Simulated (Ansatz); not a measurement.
A geometry of Pt away from equilibrium: the start of the relaxation of a generated trial cell of Pt in the AFLOW prototype A_aP4_2_aci. Calculation: PBE (plane waves to 420 eV, PAW, scalar-relativistic; Ansatz, a first-principles code). Γ-centred k-mesh 12×10×5 on the run's cell (coarser than for final values), Fermi–Dirac smearing 0.05 eV.

```xyz
4
Lattice="2.6821 0.0000 0.0000 0.2685 3.1643 0.0000 0.1168 0.5257 7.0974" Properties=species:S:1:pos:R:3 pbc="T T T"
Pt     0.0000     0.0000     0.0000
Pt     0.0584     0.2628     3.5487
Pt     1.3452     1.9462     1.8382
Pt     1.7222     1.7439     5.2591
```

Q: Predict the force on each atom, in eV/Å.

A: 
| atom | Fx | Fy | Fz |
|---|---|---|---|
| Pt1 | 0.00 | 0.00 | 0.00 |
| Pt2 | 0.00 | 0.00 | 0.00 |
| Pt3 | 1.79 | -2.57 | -0.13 |
| Pt4 | -1.79 | 2.57 | 0.13 |

Q: What is the pressure?

A: +26.5 GPa, compression positive.

No spin polarisation in the result.

The run could not lose the symmetry of its start; a randomly shaken copy of 2 atoms returns to this structure.

The end of the path is a generated cell of Pt: the first start was made by placing the elements on the sites of a structure type, and the end was not matched to a known phase here, so it may be hypothetical. Known forms of Pt include space group No. 225.
